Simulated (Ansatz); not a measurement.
Os (fcc, Cu type), conventional cell a = b = c = 3.821 Å, α = β = γ = 90.00°. The calculation uses the primitive cell of 1 atom, to which meshes and values per cell refer.

E(V) scan at fixed shape, V₀ the volume above. Symmetry pins the atoms to their sites.

Calculation: PBEsol (plane waves to 420 eV, PAW, scalar-relativistic; Ansatz, an electronic-structure program). k mesh 21×21×21 (Γ-centred), Fermi-Dirac smearing 0.05 eV. Energies are smeared free energies. Stress and pressure are positive under compression. Os is run without spin polarisation. Os was relaxed with its symmetry unable to fall. Spin-orbit coupling is left out, though Os is heavy. This is one of several known forms of Os; the measured ambient cells at hand have space group No. 194. The zero of ΔE is the relaxed starting cell.

### Question
Predict the ΔE (eV/atom) and P (GPa) at V/V₀ = 0.840, 0.947, 1.027, 1.107, 1.133, 1.160.

### Answer
| V/V₀ | ΔE (eV/atom) | P (GPa) |
|---|---|---|
| 0.840 | 0.657 | 111.1 |
| 0.947 | 0.058 | 26.5 |
| 1.027 | 0.012 | -10.5 |
| 1.107 | 0.173 | -33.7 |
| 1.133 | 0.258 | -39.3 |
| 1.160 | 0.354 | -44.0 |

(A scan under strain: stresses follow from slopes of the energy per volume, elastic moduli from its curvatures.)
